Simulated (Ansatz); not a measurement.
BeS:
```cif
data_Be2S2
_chemical_formula_sum 'Be2 S2'
_space_group_name_H-M_alt 'P 1'
_space_group_IT_number 1
_cell_length_a 3.27103
_cell_length_b 3.27103
_cell_length_c 5.20655
_cell_angle_alpha 90.000
_cell_angle_beta 90.000
_cell_angle_gamma 120.000
loop_
_space_group_symop_operation_xyz
  'x, y, z'
loop_
_atom_site_label
_atom_site_type_symbol
_atom_site_fract_x
_atom_site_fract_y
_atom_site_fract_z
_atom_site_occupancy
Be1 Be 0.00000 0.00000 0.00000 1
Be2 Be 0.00000 0.00000 0.50000 1
S1 S 0.33333 0.66667 0.25000 1
S2 S 0.66667 0.33333 0.75000 1
```

Relaxed with PBEsol.

**Question.** Decompose the optical modes at the zone centre into irreducible representations, and say which are infrared and Raman allowed.

**Answer.** Point group 6/mmm: Γ_opt = A2u + B1g + B2u + E1u + E2g + E2u. Infrared: A2u, E1u. Raman: E2g.

**Question.** Assign frequencies (DFPT, PBEsol (plane waves, PAW; program Ansatz); without the LO–TO term).

**Answer.** A2u 177i, E2u 19i, E2g 256, E1u 281, B1g 349, B2u 595 cm⁻¹.

Subscripts of B labels follow the axes of the standard setting.

Space group P6_3/mmc (NiAs type). This is a known high-pressure phase of the composition, computed here at zero pressure and temperature. Symmetry was held in the PBEsol relaxation. At this level the phase is dynamically unstable (imaginary phonons).

Potentials: the earlier of the program's two PAW sets. The files were generated under PBE; for other functionals the program regenerates the frozen cores, and for LDA and PBEsol the local potential too.
